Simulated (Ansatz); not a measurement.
FeCu (Cmmm): spiral at q = 0

Method: DFT, PBEsol, all-electron LAPW, scalar-relativistic (Ansatz).

Command: `ansatz run input.yaml --threads 2 --pin off --max-ram 5120MiB --backend cpu --events-out ev --progress --plain --runs-dir out`

```yaml
crystal:
  lattice:
    - [1.438272, -1.987934, 0.0]
    - [1.438272, 1.987934, 0.0]
    - [0.0, 0.0, 4.138135]
  atoms:
    - { symbol: Fe, position: [0.0, 0.0, 0.0], spin: 2.6, spin_axis: [1.0, 0.0, 0.0] }
    - { symbol: Cu, position: [0.5, 0.5, 0.5] }
magnetization:
  noncollinear: true
  spin_spiral: { q: [0.0, 0.0, 0.0] }
kpoints:
  mp_grid: { grid: [12, 12, 6] }
scf:
  occupations: { method: fermi_dirac, width: 0.03 }
  lower_state_search: "off"
hamiltonian:
  xc: pbesol
  pseudopotentials: { kind: all_electron, lapw: { basis_error: 0.001 } }
output:
  eigenvalues: false
```

Output:

```
settings of this run that can trade accuracy for cost: output.eigenvalues: false. Do not mix this run's numbers with those of runs without the same settings; the input reference describes each key
LAPW: plane waves up to 9.225 Å⁻¹, error target 1.0e-3 eV per atom; small_component_spin mean_spin; Fe in spheres of 1.227 Å, 16 of its electrons in bands, Dirac shells []; Cu in spheres of 1.227 Å, 19 of its electrons in bands, Dirac shells [] (how accurate: hamiltonian.pseudopotentials.lapw.basis_error, Limitations)
Engine: ansatz 0.2.0
Pseudopotentials: kind: all_electron
Pseudopotential: Fe, LAPW, valence charge 16, lapw/all_electron/scalar/gaussian/Fe, Koelling and Harmon's equation, gaussian nucleus
Pseudopotential: Cu, LAPW, valence charge 19, lapw/all_electron/scalar/gaussian/Cu, Koelling and Harmon's equation, gaussian nucleus
Functional definition: PBEsol
  exchange = pbesol_x
  correlation = pbesol_c
Crystal: 2 atoms, lattice volume = 23.663 Å³
Basis set: ecut = 324.2544174048766 eV, 309 PW (Γ), exchange–correlation at level 2
Bands: 44, of which v1, the nominal top of the filled ones, is band 35 counted from 1 (34 counted from 0)
Symmetry: 8 space group operations
k-points: 172 of 864
Spin spiral: q = (0, 0, 0) of the reciprocal vectors; moments are told in the frame that turns with it, a site's in that at the site
Non-local potential: Fe, projectors of the file, none
Non-local potential: Cu, projectors of the file, none
Initial density: superposition of atomic densities (chi_scale 0.1, normalization cell)
Starting moments: Σ|m| = 2.6 μB on 1 of 2 sites
Initial wavefunctions: plane waves of lowest kinetic energy (no species holds an atomic orbital)
Functional: x = pbesol(κ = 0.804, μ = 0.12345679012345678), c = pbesol(β = 0.046)
SCF iter   1: F=—  HF=-79606.580945 eV  |F-HF|=—  |Δ(HF+E_count)|=         —  Δρ=3.18e-1  dr2=6.74e1  dr2_m=1.09e0  ethr=1.00e-1  |M|=7.75e-1 ∫|m|=8.54e-1 μB  β_m=0.30  ⟨swp⟩=2.1  Hψ=36702  notcnv=0
preconditioner: auto → none  [metal: Δε(μ)=0.002 eV  Ē_g=7.419 eV  σ=0.030 eV  W_gap=0.02  n_scr=6 (ndim 8)  ℏωp=33.3 eV  f_vac=0.000  D(μ)=6.05/eV (n_scr^D=122)]
SCF iter   2: F=—  HF=-79683.449216 eV  |F-HF|=—  |Δ(HF+E_count)|=    7.69e1  Δρ=5.18e-1  dr2=1.95e2  dr2_m=6.66e-1  ethr=1.00e-1  |M|=4.27e-1 ∫|m|=4.60e-1 μB  β_m=0.30  ⟨swp⟩=3.0  Hψ=25586  notcnv=0  defer=2
SCF iter   3: F=—  HF=-79608.794251 eV  |F-HF|=—  |Δ(HF+E_count)|=    7.47e1  Δρ=1.36e-1  dr2=1.17e1  dr2_m=1.41e-2  ethr=1.00e-1  |M|=1.28e0 ∫|m|=1.39e0 μB  β_m=0.30  ⟨swp⟩=3.0  Hψ=23656  notcnv=0
SCF iter   4: F=—  HF=-79601.898663 eV  |F-HF|=—  |Δ(HF+E_count)|=    6.90e0  Δρ=8.14e-2  dr2=4.26e0  dr2_m=1.39e-2  ethr=3.36e-2  |M|=1.54e0 ∫|m|=1.67e0 μB  β_m=1.00  ⟨swp⟩=2.1  Hψ=22383  notcnv=0  defer=2
iter 5 solved again at ethr=7.58e-4 eV; its pass at ethr=1.22e-2 eV (dr2=2.65e-1 eV) is discarded
SCF iter   5: F=—  HF=-79599.899682 eV  |F-HF|=—  |Δ(HF+E_count)|=         —  Δρ=3.46e-2  dr2=2.65e-1  dr2_m=6.51e-2  ethr=7.58e-4  |M|=2.06e0 ∫|m|=2.19e0 μB  β_m=1.00  ⟨swp⟩=2.0  Hψ=39215  notcnv=0  defer=3
the basis was enlarged: its passes take 10.9 MiB over the memory plan, 2 of 2 planned eigensolver slots
SCF iter   6: F=—  HF=-79600.032627 eV  |F-HF|=—  |Δ(HF+E_count)|=   1.33e-1  Δρ=2.16e-2  dr2=2.91e-1  dr2_m=2.45e-2  ethr=7.58e-4  |M|=2.35e0 ∫|m|=2.51e0 μB  β_m=1.00  ⟨swp⟩=2.0  Hψ=22769  notcnv=0  defer=2
SCF iter   7: F=—  HF=-79600.039642 eV  |F-HF|=—  |Δ(HF+E_count)|=   7.01e-3  Δρ=1.67e-2  dr2=1.54e-1  dr2_m=2.86e-3  ethr=7.58e-4  |M|=2.47e0 ∫|m|=2.65e0 μB  β_m=1.00  ⟨swp⟩=2.8  Hψ=23230  notcnv=0
SCF iter   8: F=—  HF=-79599.985304 eV  |F-HF|=—  |Δ(HF+E_count)|=   5.43e-2  Δρ=7.39e-3  dr2=3.10e-2  dr2_m=2.97e-3  ethr=4.41e-4  |M|=2.56e0 ∫|m|=2.76e0 μB  β_m=1.00  ⟨swp⟩=2.0  Hψ=22503  notcnv=0
SCF iter   9: F=—  HF=-79599.986610 eV  |F-HF|=—  |Δ(HF+E_count)|=   1.31e-3  Δρ=6.24e-3  dr2=2.52e-2  dr2_m=4.62e-4  ethr=8.85e-5  |M|=2.60e0 ∫|m|=2.80e0 μB  β_m=1.00  ⟨swp⟩=2.0  Hψ=22049  notcnv=0
SCF iter  10: F=—  HF=-79599.979653 eV  |F-HF|=—  |Δ(HF+E_count)|=   6.96e-3  Δρ=3.42e-3  dr2=3.16e-4  dr2_m=6.33e-4  ethr=7.19e-5  |M|=2.64e0 ∫|m|=2.84e0 μB  β_m=1.00  ⟨swp⟩=2.0  Hψ=22428  notcnv=0
SCF iter  11: F=—  HF=-79599.980482 eV  |F-HF|=—  |Δ(HF+E_count)|=   8.30e-4  Δρ=1.43e-3  dr2=2.12e-4  dr2_m=1.11e-4  ethr=9.04e-7  |M|=2.65e0 ∫|m|=2.85e0 μB  β_m=1.00  ⟨swp⟩=2.0  Hψ=21409  notcnv=0
SCF iter  12: F=—  HF=-79599.980363 eV  |F-HF|=—  |Δ(HF+E_count)|=   1.19e-4  Δρ=7.00e-4  dr2=5.31e-5  dr2_m=2.66e-5  ethr=6.06e-7  |M|=2.66e0 ∫|m|=2.86e0 μB  β_m=0.30  ⟨swp⟩=2.0  Hψ=21408  notcnv=0
Mixer restart at iter 12: flushing history
spin-set hold released at iteration 12 (site moments contracting): the magnetisation degrees of freedom join the quasi-Newton model from the next iteration; the mixer history was flushed
SCF iter  13: F=—  HF=-79599.980301 eV  |F-HF|=—  |Δ(HF+E_count)|=   6.20e-5  Δρ=4.79e-4  dr2=1.00e-5  dr2_m=1.24e-5  ethr=1.52e-7  |M|=2.66e0 ∫|m|=2.86e0 μB  β_m=0.47  ⟨swp⟩=2.0  Hψ=21407  notcnv=0
SCF iter  14: F=—  HF=-79599.980419 eV  |F-HF|=—  |Δ(HF+E_count)|=   1.18e-4  Δρ=5.92e-4  dr2=2.06e-4  dr2_m=8.95e-6  ethr=2.86e-8  |M|=2.66e0 ∫|m|=2.86e0 μB  β_m=0.19  ⟨swp⟩=3.0  Hψ=23985  notcnv=0  recentre
SCF iter  15: F=—  HF=-79599.980307 eV  |F-HF|=—  |Δ(HF+E_count)|=   1.12e-4  Δρ=2.51e-4  dr2=3.98e-5  dr2_m=3.03e-6  ethr=2.86e-8  |M|=2.66e0 ∫|m|=2.86e0 μB  β_m=0.24  ⟨swp⟩=3.0  Hψ=24488  notcnv=0
SCF iter  16: F=—  HF=-79599.980297 eV  |F-HF|=—  |Δ(HF+E_count)|=   1.07e-5  Δρ=8.68e-5  dr2=6.45e-7  dr2_m=4.08e-7  ethr=2.86e-8  |M|=2.66e0 ∫|m|=2.86e0 μB  β_m=0.44  ⟨swp⟩=2.8  Hψ=21553  notcnv=0
SCF iter  17: F=—  HF=-79599.980295 eV  |F-HF|=—  |Δ(HF+E_count)|=   1.98e-6  Δρ=2.32e-5  dr2=1.02e-7  dr2_m=7.74e-9  ethr=1.84e-9  |M|=2.66e0 ∫|m|=2.86e0 μB  β_m=0.59  ⟨swp⟩=3.0  Hψ=21997  notcnv=0
SCF iter  18: F=—  HF=-79599.980295 eV  |F-HF|=—  |Δ(HF+E_count)|=   2.55e-8  Δρ=9.66e-6  dr2=2.83e-8  dr2_m=2.41e-9  ethr=2.92e-10  |M|=2.66e0 ∫|m|=2.86e0 μB  β_m=0.80  ⟨swp⟩=2.0  Hψ=21407  notcnv=0
SCF iter  19: F=-79599.980295 eV  HF=-79599.980295 eV  |F-HF|=3.77e-9  |Δ(HF+E_count)|=   4.73e-9  Δρ=1.24e-6  dr2=3.33e-10  dr2_m=8.37e-11  ethr=8.09e-11  |M|=2.66e0 ∫|m|=2.86e0 μB  ⟨swp⟩=2.0  Hψ=21407  notcnv=0
SCF 1 converged in 19 iterations: F = -79599.980295 eV  dr2 = 3.33e-10
SCF converged after 19 iterations
Magnetization: |M| = 2.6616 μB,  M = (+2.6616, -0.0000, +0.0000) μB
Absolute magnetization: 2.8644 μB (∫|m|)
  site 0: m = (+2.6177, -0.0000, +0.0000) μB, |m| = 2.6177 μB  (R = 1.23 Å)
  site 1: m = (+0.0821, -0.0000, +0.0000) μB, |m| = 0.0821 μB  (R = 1.23 Å)
Free energy (F): -79599.980295 eV
Harris-Foulkes:  -79599.980295 eV  (|F-HF|=3.77e-9)
Internal energy: -79599.974809 eV  (E = F + TS)
E sigma→0 (E₀):  -79599.977552 eV
Entropy (-TS):   -0.005485 eV (-2.743 meV/atom)
Fermi energy:    17.197416 eV
--- Per-component energies (eV) ---
  E_band       = -587.722256
  E_kinetic    = 80838.138804
  E_xc         = -3293.351749
  E_electrostatic = -157144.761865  (all electrons and nuclei)
  E_smearing   = -0.005485  (= −TS)
  E_closure    = 0.000000  (closes the sum)
  E_atoms      = -79586.259295  (free atoms, spherical and without spin; not in F)
  Σ components = -79599.980295   (vs F -79599.980295, Δ=0.00e0)
  Basis errors (estimates in eV, not in F): energy 2.5e-4 per atom: plane waves 2.1e-4 (1.1e-4 summed), levels above the bands 1.2e-106, relativity 1.1e-8, radial functions 3.6e-5, core shells 6.3e-9; eigenvalues (radial functions only) 1.0e-6; not estimated: angular momenta, meshes, grids; target (lapw.basis_error) 1.0e-3; muffin-tin radii Fe 1.227 Å, Cu 1.227 Å
settings of this run that can trade accuracy for cost: output.eigenvalues: false. Do not mix this run's numbers with those of runs without the same settings; the input reference describes each key
```

Site moments (μB): Fe1 2.62, Cu2 0.08. Cell moment 2.66 μB in the turning frame.

The Ansatz runs typed with the search for lower states off end where their start leads. None of this fixes the real material's magnetic order: only patterns that fit the cell were computed, without spin fluctuations and on one mesh and smearing, with a functional that can overstate moments.

It took 2.2 min on 2 threads of Intel(R) Xeon(R) 6975P-C (Granite Rapids), on a shared host, peak memory 1.2 GiB.
